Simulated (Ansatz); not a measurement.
# Data sheet: CdSe (DFT)

CdSe:
```xyz
8
Lattice="4.3009 0.0000 0.0000 -2.1505 3.7247 0.0000 0.0000 0.0000 14.0436" Properties=species:S:1:pos:R:3 pbc="T T T"
Cd     0.0000     0.0000     0.0043
Cd     0.0000     0.0000     7.0261
Cd     2.1505     1.2416    10.5353
Cd     0.0000     2.4831     3.5135
Se     0.0000     0.0000    11.4134
Se     0.0000     0.0000     4.3916
Se     2.1505     1.2416     7.8986
Se     0.0000     2.4831     0.8768
```

Space group P6_3mc (No. 186); conventional cell a = 4.301 Å, b = 4.301 Å, c = 14.044 Å, α = 90.00°, β = 90.00°, γ = 120.00°.

Method: PBEsol in the plane-wave PAW code Ansatz. Structure relaxed to zero pressure with the same functional. Other levels are named where they apply.

Cell and energy:

- Volume per atom = 28.12 Å³
- Density = 5.65 g/cm³
- Formation energy from the elements (no fitted shifts) = -0.57 eV/atom

Electronic structure:

Band gap: 0.51 eV (direct)
Valence-band maximum: at Γ
Conduction-band minimum: at Γ
Electron effective mass: 0.051 mₑ (isotropic)
Electron effective mass with spin–orbit coupling: 0.047 mₑ (isotropic)
Hole effective mass, band 1 of 2 at the edge: 1.4 along x, 1.4 along z (mₑ)
Hole effective mass, band 2 of 2 at the edge: 0.053 along x, 1.4 along z (mₑ)
Hole effective mass with spin–orbit coupling: 0.078, 0.078, 1.4 mₑ (principal values)
HSE06 gap on the PBEsol cell: 1.58 eV
Gap with spin–orbit coupling: 0.39 eV

Mechanics:

* **Bulk modulus (Birch–Murnaghan fit)**: 51.9 GPa
* **Pressure derivative B′**: 4.7
* **Elastic constants (relaxed ions, GPa)**: C11 = 73.8, C12 = 44.5, C13 = 37.3, C33 = 82.2, C44 = 13.1
* **Mechanical stability**: stable (all eigenvalues of C positive)
* **Hill bulk and shear moduli**: 52.0 and 15.3 GPa
* **Young's modulus**: 41.7 GPa
* **Poisson's ratio**: 0.37
* **Debye temperature from the elastic constants**: 181 K
* **Piezoelectric stress constants (proper, relaxed ions, C/m²)**: e15 = e24 = 0.08, e31 = e32 = 0.11, e33 = -0.19

Phonons:

* **Highest zone-centre frequency (without LO–TO term)**: 194 cm⁻¹
* **Zone-centre stability**: no imaginary mode at Γ

A made-up cell: these elements were put on the sites of a structure type. Its sites differ from those of the usual phase in this space group: another stacking or structure type. The PBEsol relaxation kept the symmetry of its start. Signs of piezoelectric constants follow the polarity of the cell as given. The references are the lowest solids computed at this level, not always the standard phases. Scalar-relativistic: spin–orbit coupling is off unless named, which matters more the heavier the elements.

Potentials: the later of the program's two PAW sets.
